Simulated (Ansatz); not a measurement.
Below is a relaxed structure of YTaI6. The cell was found from a structure generator's guess, not taken from experiment.

Theory: Ansatz 0.2.0, DFT PBE, scalar-relativistic, plane waves, PAW. Cutoff 420 eV, Γ-centred mesh, Gaussian smearing, no spin polarisation.

```yaml
crystal:
  lattice:
    - [5.80499, 0.00000, 0.00000]
    - [0.00000, 5.80499, 0.00000]
    - [0.00000, 0.00000, 11.65115]
  atoms:
    - { symbol: Y, position: [0.00000, 0.00000, 0.00000] }
    - { symbol: Ta, position: [0.00000, 0.00000, 0.50000] }
    - { symbol: I, position: [0.50000, 0.00000, 0.00000] }
    - { symbol: I, position: [0.00000, 0.50000, 0.00000] }
    - { symbol: I, position: [0.00000, 0.00000, 0.26019] }
    - { symbol: I, position: [0.50000, 0.00000, 0.50000] }
    - { symbol: I, position: [0.00000, 0.50000, 0.50000] }
    - { symbol: I, position: [0.00000, 0.00000, 0.73981] }
```

Energies over the elements count from the elements' standard structures at the same level, with no fitted energy shifts.

Problem. What space group does it have?

Solution. P4/mmm (No. 123). Conventional cell: a = 5.805 Å, c = 11.651 Å. Around Y lie 6 I at 2.90–3.03 Å; Ta is surrounded by 6 I at 2.79–2.90 Å; I on a site of symmetry mmm has 2 Y at 2.90 Å; around I on a site of symmetry 4mm lie 1 Ta at 2.79 Å and 1 Y at 3.03 Å; 1 more site not described.

Problem. How far does it lie from the elements in energy?

Solution. −0.58 eV/atom. Whether it is stable depends on the other phases of the system, which aren't compared here.

Problem. Is it a metal?

Solution. Yes, bands cross the Fermi level on the 8×8×4 mesh.

Problem. From what recipe could a structure generator have reached it?

Solution. One such recipe: perovskite family, tilts a0a0a0, layer order on B (P4/mmm, No. 123). Other recipes can lead to the same cell.

The last run used an 8×8×4 mesh (in the run's order of axes) for its 8-atom cell and Gaussian smearing of 0.10 eV. These runs have no spin–orbit coupling, which can matter for I and Ta. The reference form of I is held partly by dispersion forces, which this level lacks. A structure relaxed within its symmetry needn't be a true minimum.
